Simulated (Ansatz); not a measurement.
Given:

ZnS:
```xyz
4
Lattice="3.5650 0.0000 0.0000 -1.7825 3.0874 0.0000 0.0000 0.0000 5.8165" Properties=species:S:1:pos:R:3 pbc="T T T"
Zn     0.0000     0.0000     0.0000
Zn     0.0000     0.0000     2.9082
S      0.0000     2.0583     1.4541
S      1.7825     1.0291     4.3623
```

This is the PBEsol-relaxed structure.

Problem. All from plane-wave PAW PBEsol (Ansatz code), unless another level is named. Estimate the band gap.

Solution. 0.28 eV (indirect).

Problem. Predict the hole effective mass.

Solution. 0.19, 1.0, 3.7 mₑ (principal values).

Problem. What about the electron effective mass?

Solution. 0.20, 0.30, 0.30 mₑ (principal values).

Problem. And the weight of the conduction-edge state by species (Voronoi cells)?

Solution. Zn 77 %, S 23 %.

Space group P6_3/mmc (NiAs type). The start of the workflow was typed in or built on a structure type; neither database checked (COD, Materials Project) lists it. It is not the phase usual at ambient conditions (space group No. 186, 216). Symmetry was held in the PBEsol relaxation; phonons on a q-mesh show weakly imaginary modes.

Potentials: the later of the program's two PAW sets.
